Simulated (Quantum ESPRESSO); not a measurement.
# One change at a time to MgPd5ScW

These are calculations, not measurements. They come from Quantum ESPRESSO 7.5, a public plane-wave density functional program. Each row is one single-point run on a made-up periodic cell of eight metal atoms, with elements, volume, strain and displacements drawn at random and not relaxed, so a cell may be unstable or far from any real phase. There is no spin polarisation or spin-orbit coupling.

Settings: PBE unless stated; PseudoDojo standard norm-conserving files; Fermi-Dirac width 0.25 eV, which means electrons at about 2900 K; cutoff 1143 eV; 8 x 5 x 3 k mesh shifted half a step off Gamma. E is the free energy of the whole cell (internal energy minus TS), so a -TS column is already part of it. Stress is positive in tension, and the pressure P is minus a third of its trace.

Checks: one run of this series was repeated at a higher cutoff and on a denser mesh, which moved values by no more than 0.009 eV, 0.06 GPa and 0.004 eV/Å, and a second program with other atomic files agreed on it to 2 % rms in force and 0.5 GPa in pressure. Known limits: heavy elements are run without spin-orbit coupling, which real alloys of them have; a spin test at this wide smearing found no moment, but such smearing suppresses magnetism that the real alloy may have.

The lattice is face-centred cubic, and the cell vectors in Å are (-0.006, -2.058, -2.073); (-4.238, 2.019, -2.046); (6.410, 6.149, -4.106), a volume of 143.64 Å³ in run 1. The elements on sites 1 to 8 are Mg Pd Pd Pd Pd W Pd Sc. Each later run makes one change to run 1 and keeps the rest. E is counted from run 1, and is n/a where other atomic files have another zero of energy.

```
run,change,V (Å³),P (GPa),-TS (eV),rms force (eV/Å),largest change of a force component (eV/Å),E (eV)
1,none,143.64,-11.18,-1.421,0.654,0.000,0.000
2,sites 1 and 5 exchanged,143.64,-10.65,-1.499,0.799,1.747,0.477
3,all lengths scaled by -0.91 %,139.75,-8.68,-1.380,0.691,0.091,-0.241
4,LDA in place of PBE,143.64,-20.58,-1.432,0.640,0.143,n/a
5,Ag on site 7,143.64,-8.77,-1.260,0.583,0.414,n/a
6,site 2 moved by -0.12 Å along y,143.64,-11.31,-1.420,0.649,0.197,?
```

## Worked estimate

Along the move dE = -F dx. The force on site 2 along y is -0.274 eV/Å in run 1 and -0.077 eV/Å in run 6, and the move is -0.12 Å, so the mean force times the move gives an estimate.

## Withheld value

Question: what E should run 6 give?

The estimate is -0.021 eV. The calculation gave -0.021 eV.
